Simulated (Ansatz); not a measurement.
# MoS2, one structure, two calculations

Cell: an entry of the Crystallography Open Database (COD), ions relaxed with PBE at fixed cell.

```cif
data_MoS2
_symmetry_space_group_name_H-M 'P6_3/mmc'
_symmetry_Int_Tables_number 194
_cell_length_a 3.1690
_cell_length_b 3.1690
_cell_length_c 12.3240
_cell_angle_alpha 90.000
_cell_angle_beta 90.000
_cell_angle_gamma 120.000
loop_
_atom_site_label
_atom_site_type_symbol
_atom_site_symmetry_multiplicity
_atom_site_Wyckoff_symbol
_atom_site_fract_x
_atom_site_fract_y
_atom_site_fract_z
Mo Mo 2 c 0.3333 0.6667 0.2500
S S 4 f 0.3333 0.6667 0.6233
```

One atom of each set is listed.

First run. Method: Kohn–Sham DFT in Ansatz, PBE, plane waves and PAW, scalar-relativistic, collinear spin, 420 eV cutoff, Γ-centred 11×11×3 k-points, Fermi–Dirac smearing 0.02 eV. Start moments as typed (μB): 2 on each Mo, none on the rest.

```csv
site,V_zz (10²¹ V/m²),η
Mo,-7.62,0.00
S,-5.30,0.00
```

Second run. The same atoms and settings, except that the functional is r2SCAN and the cutoff is 500 eV.

(1) Given the first result, estimate the second.

## Answers

(1) 

```
site   V_zz     η  change of V_zz
  Mo  -7.71  0.00           -0.09
   S  -5.38  0.00           -0.08
```

The largest change of V_zz is on Mo, from -7.62 to -7.71. In per cent, |V_zz| changes by +1 on Mo, +2 on S (all sites that start above 0.5).

Without spin–orbit coupling (the program notes it for Mo) the gradients can shift somewhat, as the gap is small. The start moments die out, and the run ends without spin.
For the second run: The program didn't check the stability of this electronic state in full, so a lower one may lie near.
